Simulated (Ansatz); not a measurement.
MgCO₃:
Space group R-3c, hexagonal axes (No. 167); a = 4.649 Å, b = 4.649 Å, c = 14.930 Å, α = 90.00°, β = 90.00°, γ = 120.00°

```tsv
atom	site	symmetry	x	y	z
Mg	6b	-3.	0.0000	0.0000	0.0000
C	6a	32	0.0000	0.0000	0.2500
O	18e	.2	0.2772	0.2772	0.7500
```
(The calculation used a cell of 10 atoms; values per cell refer to that cell.)

Relaxed with PBEsol.

### Question
Tabulate the valence density and the electron localisation function along the shortest Mg–O contact (2.10 Å), PBEsol in the plane-wave PAW code Ansatz.

### Answer


```
distance from Mg (Å)  density (e/Å³)   ELF
--------------------  --------------  ----
0.21                           22.79  0.26
0.32                           15.01  0.35
0.42                            8.14  0.42
0.53                            3.54  0.42
0.63                            1.25  0.28
0.74                            0.44  0.12
0.84                            0.26  0.05
0.95                            0.26  0.09
1.05                            0.32  0.34
1.16                            0.46  0.67
1.26                            0.69  0.84
1.37                            1.08  0.87
1.47                            1.75  0.88
1.58                            2.86  0.86
1.68                            4.34  0.81
1.79                            5.85  0.69
1.89                            6.97  0.49
```

The density is the valence pseudo-density with augmentation charge, so density and ELF within about 1 Å of a nucleus are not all-electron values.

The workflow started from a Materials Project entry (that database holds measured and hypothetical structures alike); the Crystallography Open Database files this formula in space group No. 167, but the cells were not matched. Whether it is the stable phase at ambient conditions was not checked. The cell was relaxed with PBEsol under the symmetry of its start; whether a distortion lowers the energy is not shown.

Potentials: the later of the program's two PAW sets.
